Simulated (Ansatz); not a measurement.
**A run on MoS2 with Se replacing S**

```yaml
crystal:
  lattice:
    - [9.507, 0.0, 0.0]
    - [-4.7535, 8.2333035138, 0.0]
    - [0.0, 0.0, 12.324]
  atoms:
    - { symbol: Mo, position: [0.1111111111, 0.2222222222, 0.25] }
    - { symbol: Mo, position: [0.1111111111, 0.5555555556, 0.25] }
    - { symbol: Mo, position: [0.1111111111, 0.8888888889, 0.25] }
    - { symbol: Mo, position: [0.4444444444, 0.2222222222, 0.25] }
    - { symbol: Mo, position: [0.4444444444, 0.5555555556, 0.25] }
    - { symbol: Mo, position: [0.4444444444, 0.8888888889, 0.25] }
    - { symbol: Mo, position: [0.7777777778, 0.2222222222, 0.25] }
    - { symbol: Mo, position: [0.7777777778, 0.5555555556, 0.25] }
    - { symbol: Mo, position: [0.7777777778, 0.8888888889, 0.25] }
    - { symbol: Mo, position: [0.2222222222, 0.1111111111, 0.75] }
    - { symbol: Mo, position: [0.2222222222, 0.4444444444, 0.75] }
    - { symbol: Mo, position: [0.2222222222, 0.7777777778, 0.75] }
    - { symbol: Mo, position: [0.5555555556, 0.1111111111, 0.75] }
    - { symbol: Mo, position: [0.5555555556, 0.4444444444, 0.75] }
    - { symbol: Mo, position: [0.5555555556, 0.7777777778, 0.75] }
    - { symbol: Mo, position: [0.8888888889, 0.1111111111, 0.75] }
    - { symbol: Mo, position: [0.8888888889, 0.4444444444, 0.75] }
    - { symbol: Mo, position: [0.8888888889, 0.7777777778, 0.75] }
    - { symbol: Se, position: [0.1111111111, 0.2222222222, 0.623] }
    - { symbol: S, position: [0.1111111111, 0.5555555556, 0.623] }
    - { symbol: S, position: [0.1111111111, 0.8888888889, 0.623] }
    - { symbol: S, position: [0.4444444444, 0.2222222222, 0.623] }
    - { symbol: S, position: [0.4444444444, 0.5555555556, 0.623] }
    - { symbol: S, position: [0.4444444444, 0.8888888889, 0.623] }
    - { symbol: S, position: [0.7777777778, 0.2222222222, 0.623] }
    - { symbol: S, position: [0.7777777778, 0.5555555556, 0.623] }
    - { symbol: S, position: [0.7777777778, 0.8888888889, 0.623] }
    - { symbol: S, position: [0.2222222222, 0.1111111111, 0.123] }
    - { symbol: S, position: [0.2222222222, 0.4444444444, 0.123] }
    - { symbol: S, position: [0.2222222222, 0.7777777778, 0.123] }
    - { symbol: S, position: [0.5555555556, 0.1111111111, 0.123] }
    - { symbol: S, position: [0.5555555556, 0.4444444444, 0.123] }
    - { symbol: S, position: [0.5555555556, 0.7777777778, 0.123] }
    - { symbol: S, position: [0.8888888889, 0.1111111111, 0.123] }
    - { symbol: S, position: [0.8888888889, 0.4444444444, 0.123] }
    - { symbol: S, position: [0.8888888889, 0.7777777778, 0.123] }
    - { symbol: S, position: [0.1111111111, 0.2222222222, 0.877] }
    - { symbol: S, position: [0.1111111111, 0.5555555556, 0.877] }
    - { symbol: S, position: [0.1111111111, 0.8888888889, 0.877] }
    - { symbol: S, position: [0.4444444444, 0.2222222222, 0.877] }
    - { symbol: S, position: [0.4444444444, 0.5555555556, 0.877] }
    - { symbol: S, position: [0.4444444444, 0.8888888889, 0.877] }
    - { symbol: S, position: [0.7777777778, 0.2222222222, 0.877] }
    - { symbol: S, position: [0.7777777778, 0.5555555556, 0.877] }
    - { symbol: S, position: [0.7777777778, 0.8888888889, 0.877] }
    - { symbol: S, position: [0.2222222222, 0.1111111111, 0.377] }
    - { symbol: S, position: [0.2222222222, 0.4444444444, 0.377] }
    - { symbol: S, position: [0.2222222222, 0.7777777778, 0.377] }
    - { symbol: S, position: [0.5555555556, 0.1111111111, 0.377] }
    - { symbol: S, position: [0.5555555556, 0.4444444444, 0.377] }
    - { symbol: S, position: [0.5555555556, 0.7777777778, 0.377] }
    - { symbol: S, position: [0.8888888889, 0.1111111111, 0.377] }
    - { symbol: S, position: [0.8888888889, 0.4444444444, 0.377] }
    - { symbol: S, position: [0.8888888889, 0.7777777778, 0.377] }
kpoints:
  mp_grid: { grid: [3, 3, 2] }
scf:
  occupations: { method: fermi_dirac, width: 0.01 }
hamiltonian:
  xc: pbe
  pseudopotentials: { kind: paw, source: jth }
output:
  forces: true
  stress: true
  populations: true
  efg:
    quadrupole_moments_barn: { Mo: -0.022, S: -0.0694 }
    contact_densities: true
```

```sh
ansatz run input.yaml --threads 4 --pin off --max-ram 8192MiB --backend cpu --events-out ev --progress --plain --runs-dir out
```

Question: What happens when this input is run?

Answer: It stops for lack of memory under the cap. The program says:

```
Error: memory limit exceeded: the `scf loop` phase needs 12.73 GiB against the run's memory maximum of 8.00 GiB; largest carriers: wavefunctions 4.31 GiB, eigensolver slots 2.94 GiB, ion tables 1.40 GiB, density mixer 1.11 GiB, iteration grids 0.63 GiB …
```

Against a sound input the change was `hamiltonian.pseudopotentials`: {kind: paw} → {kind: paw, source: jth}.

With the sound settings the run converges and gives V_zz (10²¹ V/m²) Mo1 -7.53 (η 0.00), Mo2 -7.53 (η 0.00), Mo6 -7.55 (η 0.00), Mo8 -7.55 (η 0.00), Mo10 -8.01 (η 0.03), Mo12 -7.53 (η 0.02), among others; a site carries the number of its first atom in the input. The defect repeats with the cell of 54 atoms, so it feels its images: sites between two images don't show the values beside a lone defect, and zeros or small values of η there can come from the images' arrangement. Mo and S carry a gradient in the pure host already, so the values there aren't the defect's effect alone. Without spin–orbit coupling (the program notes it for Mo) the gradients can shift somewhat, as the gap is small. The neighbours have not yet relaxed around the defect (largest force 2.9 eV/Å), so a real crystal will differ.
